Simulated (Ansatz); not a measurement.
Method: DFT PBE, scalar-relativistic, plane waves, PAW (Ansatz). Plane waves to 420 eV, a 6×6×6 mesh through Γ for the 12-atom cell and 0.10 eV Gaussian smearing; collinear spin.

Formation energies are uncorrected and count from the elements' standard states at the same level.

**Question.** Suggest a trial structure for a trigonal metal that holds Te and 2 more elements, with a formation energy near −0.34 eV/atom and about 30 Å³ per atom, in a cell of 12 atoms. Its symmetry should be P-3m1 (No. 164).

**Answer.** Nb3Te8Mo, space group P-3m1 (No. 164). Nb is surrounded by 6 Te at 2.80–2.82 Å; around Te on a site of symmetry 3m lie 3 Nb at 2.82 Å; Te on a site of symmetry m has 1 Mo at 2.77 Å and 2 Nb at 2.80 Å; around Mo lie 6 Te at 2.77 Å.

```yaml
crystal:
  lattice:
    - [7.26580, 0.00000, 0.00000]
    - [-3.63290, 6.29236, 0.00000]
    - [0.00000, 0.00000, 7.75688]
  atoms:
    - { symbol: Nb, position: [0.00000, 0.50000, 0.00000] }
    - { symbol: Nb, position: [0.50000, 0.50000, 0.00000] }
    - { symbol: Nb, position: [0.50000, 0.00000, 0.00000] }
    - { symbol: Te, position: [0.33333, 0.66667, 0.75778] }
    - { symbol: Te, position: [0.32928, 0.16464, 0.76267] }
    - { symbol: Te, position: [0.83536, 0.67072, 0.76267] }
    - { symbol: Te, position: [0.83536, 0.16464, 0.76267] }
    - { symbol: Te, position: [0.16464, 0.83536, 0.23733] }
    - { symbol: Te, position: [0.16464, 0.32928, 0.23733] }
    - { symbol: Te, position: [0.67072, 0.83536, 0.23733] }
    - { symbol: Te, position: [0.66667, 0.33333, 0.24222] }
    - { symbol: Mo, position: [0.00000, 0.00000, 0.00000] }
```

* Volume per atom: 29.6 Å³
* Density: 6.5 g/cm³
* Energy over the elements: −0.34 eV/atom
* Gap on the 6×6×6 mesh of the 12-atom cell: 0 eV (a metal)
* Net moment per atom: 0.00 μB
* Moment by site: all under 0.1 μB

The cell was found from a structure generator's guess, not taken from experiment. The answer needn't be unique; the calculation gave this one.

Weakly bound directions are ill-defined at this level, which has no dispersion term. Spin–orbit coupling, which can matter for Te, is left out. The reference form of Te is held partly by dispersion forces, which this level lacks. Symmetry constrained the relaxation, so the result can be a saddle point. Site moments count only spheres around the atoms; the net moment includes the space between them.
